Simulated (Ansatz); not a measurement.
A relaxed cell of Ni (Fm-3m (No. 225)), relaxed on a k-mesh at least as fine as the one used below. Method: PBE (plane waves to 420 eV, PAW, scalar-relativistic; Ansatz, a first-principles code). Γ-centred k-mesh 16×8×16 on the run's cell (coarser than for final values), Fermi–Dirac smearing 0.05 eV.

```yaml
crystal:
  lattice:
    - [0.00000, 1.75939, 1.75939]
    - [3.51877, 0.00000, 3.51877]
    - [1.75939, 1.75939, 0.00000]
  atoms:
    - { symbol: Ni, position: [0.00000, 0.00000, 0.00000] }
    - { symbol: Ni, position: [0.00000, 0.50000, 0.00000] }
```
Spin-polarised start, with parallel moments on Ni.

The atoms are displaced by (Å):

```json
[
 {"atom": "Ni1", "ux": "-0.008", "uy": "0.012", "uz": "-0.015"},
 {"atom": "Ni2", "ux": "0.035", "uy": "0.135", "uz": "-0.057"}
]
```

Task: What forces (eV/Å) and pressure result?

Result: 
```
atom     Fx     Fy     Fz
----  -----  -----  -----
Ni1   -0.18   0.58  -0.40
Ni2    0.18  -0.58   0.40
```

Pressure +0.9 GPa.

Spin state reached: ferromagnetic (net 0.63 μB/atom), from parallel starting moments; other spin orders were not run from this start.

The run that gave the undisplaced cell could not lose the symmetry of its start; a randomly shaken copy of 2 atoms returns to this structure.
